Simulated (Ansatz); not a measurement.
Relaxed-ion elastic tensor of SnGe (CsCl type, Pm-3m) in GPa (Voigt order), the program Ansatz at the PBEsol level (PAW); density 7.21 g/cm³, 22.04 Å³ per atom.

```
55.3  70.1  70.1   0.0   0.0   0.0
70.1  55.3  70.1   0.0   0.0   0.0
70.1  70.1  55.3   0.0   0.0   0.0
 0.0   0.0   0.0  22.8   0.0   0.0
 0.0   0.0   0.0   0.0  22.8   0.0
 0.0   0.0   0.0   0.0   0.0  22.8
```

Is the crystal mechanically stable?

No: the smallest eigenvalue of C is -14.8 GPa.

The cell is a constructed one: a structure type filled with these elements; neither database checked (COD, Materials Project) lists it. Its standing as an ambient phase is unchecked. The cell was relaxed with PBEsol under the symmetry of its start. At this level the phase is mechanically unstable. As this level gives no gap, shear constants depend on the k-mesh and smearing (Fermi–Dirac, 0.1 eV here). Spin–orbit coupling is left out wherever it is not named.

Potentials: the later of the program's two PAW sets.
